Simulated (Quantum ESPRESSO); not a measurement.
pw.x input (Quantum ESPRESSO 7.5; PBE, PseudoDojo stringent norm-conserving files, scalar-relativistic):

```
&CONTROL
  calculation = 'scf'
  pseudo_dir = './pseudo'
  outdir = './out'
  tprnfor = .true.
  tstress = .true.
/
&SYSTEM
  ibrav = 0
  nat = 6
  ntyp = 2
  ecutwfc = 102.0
  ecutrho = 408.0
  occupations = 'smearing'
  smearing = 'fd'
  degauss = 0.002
  nbnd = 40
/
&ELECTRONS
  conv_thr = 6e-10
/
ATOMIC_SPECIES
O 15.9990 O.upf
Sn 118.7100 Sn.upf
CELL_PARAMETERS angstrom
  4.766482892500   0.000000000000   0.000000000000
  0.000000000000   4.766482892500   0.000000000000
  0.000000000000   0.000000000000   3.212061485000
ATOMIC_POSITIONS crystal
O   0.806300613450   0.806300613450   0.500000000000
O   0.193699386550   0.193699386550   0.500000000000
O   0.306300613450   0.693699386550   0.000000000000
O   0.693699386550   0.306300613450   0.000000000000
Sn   0.000000000000   0.000000000000   0.000000000000
Sn   0.500000000000   0.500000000000   0.500000000000
K_POINTS automatic
6 6 8 0 0 0
```

End of the output:

```

[...]
     the Fermi energy is    11.4324 ev
!    total energy              =   -1019.00482597 Ry
     estimated scf accuracy    <          1.2E-10 Ry
     smearing contrib. (-TS)   =      -0.00000000 Ry
     internal energy E=F+TS    =   -1019.00482597 Ry
     The total energy is F=E-TS. E is the sum of the following terms:
     one-electron contribution =    -603.47244256 Ry
     hartree contribution      =     319.76323812 Ry
     xc contribution           =    -142.31840998 Ry
     ewald contribution        =    -592.97721155 Ry
     convergence has been achieved in  10 iterations
     Forces acting on atoms (cartesian axes, Ry/au):
     atom    1 type  1   force =    -0.00155755   -0.00155755    0.00000000
     atom    2 type  1   force =     0.00155755    0.00155755    0.00000000
     atom    3 type  1   force =    -0.00155755    0.00155755   -0.00000000
     atom    4 type  1   force =     0.00155755   -0.00155755   -0.00000000
     atom    5 type  2   force =     0.00000000    0.00000000    0.00000000
     atom    6 type  2   force =     0.00000000    0.00000000    0.00000000
     Total force =     0.004405     Total SCF correction =     0.000001
     Computing stress (Cartesian axis) and pressure
          total   stress  (Ry/bohr**3)                   (kbar)     P=       63.66
   0.00040915   0.00000000   0.00000000           60.19        0.00        0.00
   0.00000000   0.00040915   0.00000000            0.00       60.19        0.00
   0.00000000   0.00000000   0.00047997            0.00        0.00       70.61
```
In a gapped system the printed Fermi energy is only some level inside the gap.

Spin-orbit coupling is not included.

Geometry relaxed with PBEsol.
